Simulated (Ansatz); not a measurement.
## What DFT gives for TlNiF$_{4}$

```
Tl Ni F
1.0
     3.59670    0.00000    0.00000
     0.00000    3.59670    0.00000
     0.00000    0.00000    6.33203
Tl Ni F
1 1 4
Direct
  0.00000 0.00000 0.00000
  0.50000 0.50000 0.50000
  0.50000 0.00000 0.50000
  0.00000 0.50000 0.50000
  0.50000 0.50000 0.21000
  0.50000 0.50000 0.79000
```

Single point in Ansatz 0.2.0 with PBE0, collinear spin. Cutoff 420 eV, PAW datasets, 5×5×3 Γ-centred k mesh, fermi-dirac filling (width 0.1 eV).

Magnetic state (reached from a saved solution, and it need not be the lowest): Ni2 up.

Task: What does the stress say?

Result: The pressure is 9.2 GPa (compression positive), so with the atoms held at these fractions the cell would first expand; the forces are large, so a full relaxation may end otherwise. The principal stresses -4.8, 16.1, 16.1 GPa differ, so its shape would change too.

Task: What is the band gap?

Result: The gap on the k mesh is 1.07 eV; the mesh may miss the band edges, so the true gap of this level can be smaller.

Task: How large are the moments?

Result: Ni2 +0.96 μB of spin moment in Bader basins; net size 1.00 μB a cell.

Task: What is the character of the valence top and the conduction bottom?

Result: Within 0.7 eV of the edges, the states project mainly on F p (55 %), Ni d (31 %) and Tl s (12 %) below the gap and on Ni d (57 %) and F p (36 %) above it.

Origin: a known structure type with other elements, at an estimated volume, so it need not be a known compound. Caveats: an odd or shifted mesh can miss the band edges, so this level's true gap may be smaller; no spin-orbit coupling, which can shift this gap by tenths of an eV; gaps of Fe, Co and Ni magnets come out low on these datasets; the exchange threshold is loose for a stress; the SCF threshold is loose for a stress.
